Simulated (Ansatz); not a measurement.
# Calculated with Ansatz: CsCu2Ag3, relaxation

Input:

```yaml
crystal:
  lattice:
    - [4.520722, 5.65491, 0.0]
    - [4.520722, -5.65491, 0.0]
    - [0.0, 0.0, -5.32454]
  atoms:
    - { symbol: Cs, position: [0.678, 0.322, 0.75] }
    - { symbol: Cs, position: [0.322, 0.678, 0.25] }
    - { symbol: Cu, position: [0.844, 0.844, 0.0] }
    - { symbol: Cu, position: [0.156, 0.156, 0.5] }
    - { symbol: Cu, position: [0.156, 0.156, 0.0] }
    - { symbol: Cu, position: [0.844, 0.844, 0.5] }
    - { symbol: Ag, position: [0.1181, 0.8819, 0.75] }
    - { symbol: Ag, position: [0.8819, 0.1181, 0.25] }
    - { symbol: Ag, position: [0.596, 0.8332, 0.75] }
    - { symbol: Ag, position: [0.404, 0.1668, 0.25] }
    - { symbol: Ag, position: [0.8332, 0.596, 0.25] }
    - { symbol: Ag, position: [0.1668, 0.404, 0.75] }
  symmetry: { tolerance: 0.0003 }
kpoints:
  mp_grid: { grid: [4, 4, 5], shift: [0, 0, 0] }
magnetization:
  spin_polarized: false
scf:
  occupations: { method: fermi_dirac }
  lower_state_search: "off"
hamiltonian:
  pseudopotentials: { kind: paw }
  xc: r2scan
  hubbard: { projectors: atomic, sites: [{ species: Cu, l: d, u_eff: 1.14 }] }
basis:
  ecutwfc: 500
  fft_grid_basis: typed
relax:
  max_steps: 60
  cell: { p_target: 0.0 }
output:
  forces: true
  stress: true
  eigenvalues: true
  bader: true
  populations: true
  elf: true
  write_potential: true
  volumetric_format: npy
  dos:
    e_range: [-12, 8]
    de: 0.05
    projected: { site_lists: { Ag: [Ag], Cs: [Cs], Cu: [Cu] } }
checkpoint:
  read: saved_state
```

Run with:

```bash
ansatz run input.yaml --threads 2 --pin off --max-ram 2560MiB --backend cpu --events-out ev --progress --plain --runs-dir out
```

Origin of the cell: a known structure type with other elements, at an estimated volume, so it need not be a known compound.

The smearing width isn't typed, so it takes its default of 0.1 eV.

The saved state is a converged single point of the same cell.

Excerpt of the output:

```
Pseudopotentials: kind: paw
Pseudopotential: Cs, paw, valence charge 9, recommended cutoff 500 eV (meta_gga), Cs.paw.azcp
Pseudopotential: Cu, paw, valence charge 19, recommended cutoff 500 eV (meta_gga), Cu.paw.azcp
Pseudopotential: Ag, paw, valence charge 19, recommended cutoff 500 eV (meta_gga), Ag.paw.azcp
Functional definition: r2SCAN
  exchange = r2scan_x(k0 = k0, k1 = k1, a1 = a1)
  correlation = r2scan_c
Crystal: 12 atoms, lattice volume = 272.236 Å³
Basis set: ecut = 500 eV, 6959 PW (Γ), exchange–correlation on 216×216×160 points (64 copies of the dense FFT grid, shifted against one another)
Bands: 125, of which v1, the nominal top of the filled ones, is band 104 counted from 1 (103 counted from 0)
Symmetry: 8 space group operations
[… 12 lines left out …]
Initial density: read from a saved state, or passed on in memory by an earlier SCF of this step, an earlier step, the calling program or the single point that the run made first
Functional: x = r2scan, c = r2scan; τ floored in thin density (d = 2e-4 eV/Å³)
SCF iter   1: F=-83510.604995 eV  HF=-83510.585480 eV  Δρ=1.43e-3  dr2=1.19e-2  dr2_τ=3.76e-3
SCF iter   2: F=-83510.600183 eV  HF=-83510.616210 eV  Δρ=2.48e-3  dr2=1.47e-2  dr2_τ=1.44e-4
SCF iter   3: F=-83510.613231 eV  HF=-83510.613792 eV  Δρ=5.60e-4  dr2=5.70e-4  dr2_τ=3.44e-5
SCF iter   4: F=-83510.613717 eV  HF=-83510.613713 eV  Δρ=2.07e-4  dr2=7.06e-5  dr2_τ=6.37e-6
SCF iter   5: F=-83510.613961 eV  HF=-83510.613964 eV  Δρ=8.32e-5  dr2=1.18e-5  dr2_τ=6.04e-7
SCF iter   6: F=-83510.613968 eV  HF=-83510.613967 eV  Δρ=1.53e-5  dr2=5.19e-7  dr2_τ=4.41e-8
SCF iter   7: F=-83510.613968 eV  HF=-83510.613968 eV  Δρ=3.56e-6  dr2=4.42e-8  dr2_τ=1.68e-9
relax step   1: F+E_penalty+E_count = -83510.613968 eV  Δ(F+E_penalty+E_count) = +0.000e0 eV  max|allowed force component| = 3.375e0 eV/Å  Δτ_max = 0.0000 Å  P = +15.094 GPa  Ω = 272.236 Å³ […]
relax step   2: F+E_penalty+E_count = -83514.177489 eV  Δ(F+E_penalty+E_count) = -3.564e0 eV  max|allowed force component| = 1.662e0 eV/Å  Δτ_max = 0.1937 Å  P = +4.543 GPa  Ω = 282.518 Å³  e […]
relax step   3: F+E_penalty+E_count = -83515.480131 eV  Δ(F+E_penalty+E_count) = -1.303e0 eV  max|allowed force component| = 8.922e-1 eV/Å  Δτ_max = 0.1971 Å  P = +1.662 GPa  Ω = 276.725 Å³ […]
relax step   4: F+E_penalty+E_count = -83516.112831 eV  Δ(F+E_penalty+E_count) = -6.327e-1 eV  max|allowed force component| = 3.579e-1 eV/Å  Δτ_max = 0.1953 Å  P = +0.577 GPa  Ω = 271.827 Å³ […]
relax step   5: F+E_penalty+E_count = -83516.488917 eV  Δ(F+E_penalty+E_count) = -3.761e-1 eV  max|allowed force component| = 1.797e-1 eV/Å  Δτ_max = 0.1955 Å  P = -0.677 GPa  Ω = 272.930 Å³ […]
relax step   6: F+E_penalty+E_count = -83516.741678 eV  Δ(F+E_penalty+E_count) = -2.528e-1 eV  max|allowed force component| = 1.291e-1 eV/Å  Δτ_max = 0.1269 Å  P = -0.047 GPa  Ω = 265.578 Å³ […]
relax step   7: F+E_penalty+E_count = -83516.815014 eV  Δ(F+E_penalty+E_count) = -7.334e-2 eV  max|allowed force component| = 2.641e-1 eV/Å  Δτ_max = 0.1113 Å  P = +0.753 GPa  Ω = 260.237 Å³ […]
relax step   8: F+E_penalty+E_count = -83517.015407 eV  Δ(F+E_penalty+E_count) = -2.004e-1 eV  max|allowed force component| = 1.752e-1 eV/Å  Δτ_max = 0.1191 Å  P = +0.328 GPa  Ω = 259.740 Å³ […]
relax step   9: F+E_penalty+E_count = -83517.105533 eV  Δ(F+E_penalty+E_count) = -9.013e-2 eV  max|allowed force component| = 2.343e-1 eV/Å  Δτ_max = 0.0809 Å  P = +0.416 GPa  Ω = 258.689 Å³ […]
relax step  10: F+E_penalty+E_count = -83517.098628 eV  Δ(F+E_penalty+E_count) = +6.905e-3 eV  max|allowed force component| = 2.883e-1 eV/Å  Δτ_max = 0.1055 Å  P = +0.617 GPa  Ω = 256.863 Å³ […]
relax step  11: F+E_penalty+E_count = -83517.139436 eV  Δ(F+E_penalty+E_count) = -3.390e-2 eV  max|allowed force component| = 5.550e-2 eV/Å  Δτ_max = 0.0972 Å  P = -0.353 GPa  Ω = 260.962 Å³ […]
relax step  12: F+E_penalty+E_count = -83517.146409 eV  Δ(F+E_penalty+E_count) = -6.974e-3 eV  max|allowed force component| = 7.045e-3 eV/Å  Δτ_max = 0.0152 Å  P = +0.003 GPa  Ω = 259.789 Å³ […]
relax step  13: F+E_penalty+E_count = -83517.150853 eV  Δ(F+E_penalty+E_count) = -4.443e-3 eV  max|allowed force component| = 7.332e-3 eV/Å  Δτ_max = 0.0000 Å  P = -0.017 GPa  Ω = 259.789 Å³  stress off target by 4.90e-2 GPa […]
SCF 13 converged in 8 iterations: F = -83517.150853 eV  dr2 = 1.64e-11
basis re-selected at this cell: Δ(F+E_penalty+E_count) = -4.443e-3 eV, ΔP = -0.020 GPa vs the last step (what re-selecting the basis moved, of the pressure what is left beyond the Pulay corre […]
SCF converged after 8 iterations
Free energy (F): -83517.150853 eV
Harris-Foulkes:  -83517.150853 eV  (|F-HF|=2.91e-11)
Internal energy: -83517.044253 eV  (E = F + TS)
E sigma→0 (E₀):  -83517.097553 eV
Entropy (-TS):   -0.106600 eV (-8.883 meV/atom)
Fermi energy:    12.099770 eV
--- Per-component energies (eV) ---
  E_band       = -3976.596003
  E_kinetic    = 4658.461403
  E_local      = -46232.860237  (includes V_loc(G=0)·N_el)
  E_nonlocal   = 2146.853714
  E_hartree    = 21129.994286
  E_xc         = -1725.566942
  E_vxc        = -2345.041462  (∫ρ·V_xc dr)
  E_hubbard    = 0.217221  (on-site DFT+U / exact-exchange correction)
  E_vhub       = -22.146018  (the Hubbard potential's part of the band-sum identity)
  E_paw        = -40452.959774  (= ΣΔE_a)
  E_vpaw       = -4605.209483  (= ΣTr[D̂ρ^β])
  E_aug_tail   = 0.000935  (compensation charges beyond the density's cutoff)
  E_vtau       = 163.356895  (kinetic-family band-sum trace: ∫τ·v_τ [+ j·A + Jᵃ·Aᵃ] dr)
  E_ewald      = -23037.024320
  E_core_change = -4.160538  (= ΣΔE_core)
  E_smearing   = -0.106600  (= −TS)
  Σ components = -83517.150853   (vs F -83517.150853, Δ=0.00e0)
--- Forces (eV/Å), atoms counted from 1 ---
  atom   1  Cs    -0.000000    -0.000885     0.000000
  atom   2  Cs     0.000000     0.000885     0.000000
  atom   3  Cu    -0.000834    -0.000000    -0.000000
  atom   4  Cu     0.000834     0.000000    -0.000000
  atom   5  Cu     0.000834     0.000000     0.000000
  atom   6  Cu    -0.000834    -0.000000     0.000000
  atom   7  Ag     0.000000     0.007332     0.000000
  atom   8  Ag    -0.000000    -0.007332     0.000000
  atom   9  Ag    -0.001354    -0.003920     0.000000
  atom  10  Ag     0.001354     0.003920    -0.000000
  atom  11  Ag    -0.001354     0.003920     0.000000
  atom  12  Ag     0.001354    -0.003920    -0.000000
  max |Σ_I F_I| component: 8.67e-19 eV/Å
--- Stress (GPa, compression-positive) ---
       -0.048956      -0.000000       0.000000
       -0.000000       0.037351       0.000000
        0.000000       0.000000      -0.039957
  P = ⅓ Tr σ = -0.0172 GPa (-0.172 kbar)
Occupation matrices written to <dir>
--- Relaxed structure (12 steps of the walk, 11 accepted, 1 SCFs on fresh bases) ---
  F+E_penalty+E_count = -83517.150853 eV   max|allowed force component| = 7.332e-3 eV/Å   (the final SCF, on the basis selected at the relaxed cell)
  cell:  # Å, volume = 259.7891 Å³
    - [4.323182, 6.302648, 0.0]
    - [4.323182, -6.302648, 0.0]
    - [0.0, 0.0, -4.767211]
  atoms:
    - { symbol: Cs, position: [0.602835, 0.397165, 0.750000] }
    - { symbol: Cs, position: [0.397165, 0.602835, 0.25] }
    - { symbol: Cu, position: [0.860368, 0.860368, 0.0] }
    - { symbol: Cu, position: [0.139632, 0.139632, 0.5] }
    - { symbol: Cu, position: [0.139632, 0.139632, 0.0] }
    - { symbol: Cu, position: [0.860368, 0.860368, 0.5] }
    - { symbol: Ag, position: [0.168903, 0.831097, 0.750000] }
    - { symbol: Ag, position: [0.831097, 0.168903, 0.25] }
    - { symbol: Ag, position: [0.602080, 0.964162, 0.750000] }
    - { symbol: Ag, position: [0.397920, 0.035838, 0.25] }
    - { symbol: Ag, position: [0.964162, 0.602080, 0.25] }
    - { symbol: Ag, position: [0.035838, 0.397920, 0.750000] }
--- Löwdin populations: 12 sites ---
  site symbol       q [e]
     0     Cs      8.4217
     1     Cs      8.4217
     2     Cu     19.0029
     3     Cu     19.0029
     4     Cu     19.0029
     5     Cu     19.0029
     6     Ag     19.0046
     7     Ag     19.0046
     8     Ag     18.9932
     9     Ag     18.9932
    10     Ag     18.9932
    11     Ag     18.9932
  spilling = 0.005593 (of n_electrons = 208.000000)
--- Bader charges: 12 sites ---
  site symbol  charge [e]  shift [e]
     0     Cs      0.6506     0.0000
     1     Cs      0.6506     0.0000
     2     Cu     -0.0663     0.0005
     3     Cu     -0.0663     0.0005
     4     Cu     -0.0663     0.0005
     5     Cu     -0.0663     0.0005
     6     Ag     -0.1419     0.0001
     7     Ag     -0.1419     0.0001
     8     Ag     -0.1880     0.0004
     9     Ag     -0.1880     0.0004
    10     Ag     -0.1880     0.0004
    11     Ag     -0.1880     0.0004
  estimated error of the sums over rays = 6.3e-4 e
```

Before:

Space group Cmcm (No. 63); the run's cell has a = 7.240 Å, b = 7.240 Å, c = 5.325 Å, α = 90.00°, β = 90.00°, γ = 102.72°. Shortest distances: Ag–Cu 2.22 Å, Cu–Cu 2.66 Å, Ag–Cs 3.36 Å, Ag–Ag 3.55 Å.

The relaxed structure.

Space group Cmcm (No. 63); the run's cell has a = 7.643 Å, b = 7.643 Å, c = 4.767 Å, α = 90.00°, β = 90.00°, γ = 111.11°. Shortest distances: Cu–Cu 2.38 Å, Ag–Cu 2.66 Å, Ag–Ag 3.01 Å, Ag–Cs 3.31 Å, Cs–Cs 3.52 Å, Cs–Cu 3.58 Å.

```yaml
Free_energy_lowered_by: 544.7 meV/atom
Volume_change: -4.57 %
Final_pressure: -0.02 GPa
Relaxation_steps_listed: 13
Gap_on_the_mesh: none (metal)
```

Caveats: no moments, though an odd count or open d shells may carry them; the relaxation held the start's symmetry, so the end may be a saddle point.

Time: 11 min on 2 threads of Intel(R) Xeon(R) Platinum 8488C (Sapphire Rapids), with other jobs on the host, peak memory 2.1 GiB, from a saved density.
